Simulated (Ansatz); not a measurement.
MgS:
```
MgS
1.0
    0.00000     2.61486     2.61486
    2.61486     0.00000     2.61486
    2.61486     2.61486     0.00000
Mg S
1 1
Direct
  0.50000   0.50000   0.50000
  0.00000   0.00000   0.00000
```

Relaxed with PBE. Special points in fractions of this cell's reciprocal vectors: Γ (0.000, 0.000, 0.000); X (0.500, 0.000, 0.500); U (0.625, 0.250, 0.625); K (0.375, 0.375, 0.750); L (0.500, 0.500, 0.500); W (0.500, 0.250, 0.750).

Q: List the band energies nearest the valence-band maximum at these points for plane-wave PAW PBE (Ansatz code).

A: In eV from the valence-band maximum; about four levels below and three above (degenerate sets whole), none deeper than 8.9 eV; points with the same levels are listed once.

```csv
k,below,above
Γ,0.00 0.00 0.00,3.60 7.93 7.93 7.93
X,-4.10 -1.64 -1.64,2.76 4.43 11.86
U,-3.61 -3.12 -1.33,3.89 6.67 9.60
L,-4.74 -0.57 -0.57,4.53 6.88 6.88
W,-3.16 -3.16 -2.31,5.19 7.91 7.91
```

Space group Fm-3m (rock salt). The PBE relaxation kept the symmetry of its start.

Potentials: the later of the program's two PAW sets.
